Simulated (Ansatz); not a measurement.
In₂Ag:
```xyz
6
Lattice="-3.3812 3.3812 2.7427 3.3812 -3.3812 2.7427 3.3812 3.3812 -2.7427" Properties=species:S:1:pos:R:3 pbc="T T T"
In     1.0483     2.3328     0.0000
In     2.3328     1.0483     2.7427
In     4.4295     1.0483     0.0000
In    -1.0483     2.3328     2.7427
Ag     0.0000     0.0000     4.1140
Ag     0.0000     0.0000     1.3713
```

Relaxed with LDA. Special points in fractions of this cell's reciprocal vectors: Γ (0.000, 0.000, 0.000); X (0.000, 0.000, 0.500); M (-0.500, 0.500, 0.500); Z (0.414, 0.414, -0.414); Z0 (-0.414, 0.586, 0.414); P (0.250, 0.250, 0.250); N (0.000, 0.500, 0.000).

List the band energies nearest the Fermi level at these points for DFT-LDA in the program Ansatz with PAW potentials.

In eV from the Fermi level; about four levels below and three above (degenerate sets whole), none deeper than 8.9 eV; points with the same levels are listed once.

| k | below | above |
|---|---|---|
| Γ | -0.97 -0.65 -0.65 -0.47 | 0.33 0.33 0.73 |
| X | -2.26 -1.01 -0.98 -0.32 | 0.54 0.98 3.91 |
| M | -4.55 -4.55 -4.25 -2.14 | 1.98 2.39 3.48 3.48 |
| Z | -4.52 -4.52 -4.21 -1.29 | 1.22 1.63 1.95 1.95 |
| P | -5.12 -5.12 -4.87 -4.87 | 0.19 0.19 0.89 0.89 |
| N | -3.31 -3.31 -2.93 -2.93 | 0.34 0.34 3.06 3.06 |

Space group I4/mcm. The first step of the workflow began from a Materials Project structure, measured or hypothetical; the Crystallography Open Database files this formula in space group No. 140, but the cells were not matched. Its standing as an ambient phase is unchecked. The cell was relaxed with LDA under the symmetry of its start; its stability against distortions is not shown here. The run is not spin-polarised. Spin–orbit coupling is left out wherever it is not named.

Potentials: the later of the program's two PAW sets.
